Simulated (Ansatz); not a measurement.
# MoS2 with Si replacing Mo: field gradients at two levels of theory

Cell: a supercell of MoS2 (space group P6_3/mmc) built from an entry of the Crystallography Open Database (COD), with the ions relaxed around the defect (PBE).

Space group P-6m2 (No. 187); a = 9.5070, c = 12.3240 Å, γ = 120.00°.

| site | Wyckoff | site symmetry | x | y | z |
| --- | --- | --- | --- | --- | --- |
| Si | 1a | -6m2 | 0.0000 | 0.0000 | 0.0000 |
| Mo2 | 6l | m.. | 0.9999 | 0.3404 | 0.0000 |
| Mo6 | 1c | -6m2 | 0.3333 | 0.6667 | 0.0000 |
| Mo8 | 1e | -6m2 | 0.6667 | 0.3333 | 0.0000 |
| Mo10 | 3k | mm2 | 0.1111 | 0.8889 | 0.5000 |
| Mo12 | 3k | mm2 | 0.1110 | 0.5555 | 0.5000 |
| Mo14 | 3k | mm2 | 0.4444 | 0.2222 | 0.5000 |
| S19 | 2g | 3m. | 0.0000 | 0.0000 | 0.3733 |
| S20 | 12o | 1 | 0.0000 | 0.3332 | 0.3733 |
| S24 | 2h | 3m. | 0.3333 | 0.6667 | 0.3734 |
| S26 | 2i | 3m. | 0.6667 | 0.3333 | 0.3734 |
| S28 | 6n | .m. | 0.1094 | 0.8906 | 0.8789 |
| S30 | 6n | .m. | 0.1131 | 0.5565 | 0.8709 |
| S32 | 6n | .m. | 0.4438 | 0.2219 | 0.8734 |

One atom of each set is listed.

First run. Computed with Ansatz: DFT, PBE, plane waves and PAW, scalar-relativistic, 420 eV cutoff, Γ-centred 3×3×2 k-points, Fermi–Dirac smearing 0.01 eV.

```json
{"site": "Si", "V_zz (10²¹ V/m²)": "-1.84", "η": "0.00"}
{"site": "Mo2", "V_zz (10²¹ V/m²)": "-9.67", "η": "0.48"}
{"site": "Mo6", "V_zz (10²¹ V/m²)": "-6.40", "η": "0.00"}
{"site": "Mo8", "V_zz (10²¹ V/m²)": "-7.95", "η": "0.00"}
{"site": "Mo10", "V_zz (10²¹ V/m²)": "-7.54", "η": "0.01"}
{"site": "Mo12", "V_zz (10²¹ V/m²)": "-7.49", "η": "0.00"}
{"site": "Mo14", "V_zz (10²¹ V/m²)": "-7.51", "η": "0.01"}
{"site": "S19", "V_zz (10²¹ V/m²)": "-5.41", "η": "0.00"}
{"site": "S20", "V_zz (10²¹ V/m²)": "-5.22", "η": "0.01"}
{"site": "S24", "V_zz (10²¹ V/m²)": "-5.13", "η": "0.00"}
{"site": "S26", "V_zz (10²¹ V/m²)": "-5.22", "η": "0.00"}
{"site": "S28", "V_zz (10²¹ V/m²)": "-5.54", "η": "0.05"}
{"site": "S30", "V_zz (10²¹ V/m²)": "-4.65", "η": "0.38"}
{"site": "S32", "V_zz (10²¹ V/m²)": "-5.67", "η": "0.04"}
```

Second run. The same atoms and settings, except that the functional is r2SCAN and the cutoff is 500 eV.

Problem. What does the second run give?

Solution. 

| site | V_zz | η | change of V_zz |
| --- | --- | --- | --- |
| Si | -1.84 | 0.00 | 0.00 |
| Mo2 | -10.10 | 0.42 | -0.43 |
| Mo6 | -6.50 | 0.00 | -0.10 |
| Mo8 | -8.15 | 0.00 | -0.20 |
| Mo10 | -7.66 | 0.01 | -0.12 |
| Mo12 | -7.61 | 0.00 | -0.12 |
| Mo14 | -7.62 | 0.01 | -0.11 |
| S19 | -5.51 | 0.00 | -0.10 |
| S20 | -5.32 | 0.01 | -0.10 |
| S24 | -5.24 | 0.00 | -0.11 |
| S26 | -5.32 | 0.00 | -0.10 |
| S28 | -5.55 | 0.04 | -0.01 |
| S30 | -4.71 | 0.37 | -0.06 |
| S32 | -5.77 | 0.04 | -0.10 |

The largest change of V_zz is on Mo2, from -9.67 to -10.10. In per cent, |V_zz| changes by +2 to +5 on Mo, 0 to +2 on S (all sites that start above 2).

The run isn't spin-polarised, and a state with spin may lie lower. The defect repeats with the cell of 54 atoms, so it feels its images: sites between two images don't show the values beside a lone defect, and zeros or small values of η there can come from the images' arrangement. Mo and S carry a gradient in the pure host already, so the values there aren't the defect's effect alone. The relaxation keeps the site symmetry -6m2 of the start, so the impurity can't leave its site; a distortion that would localise the partly filled state isn't explored. The defect cell has no gap above 0.1 eV on its mesh, so the values can hang on the smearing and the k-mesh. Without spin–orbit coupling (the program notes it for Mo) the gradients can shift somewhat, as the gap is small.
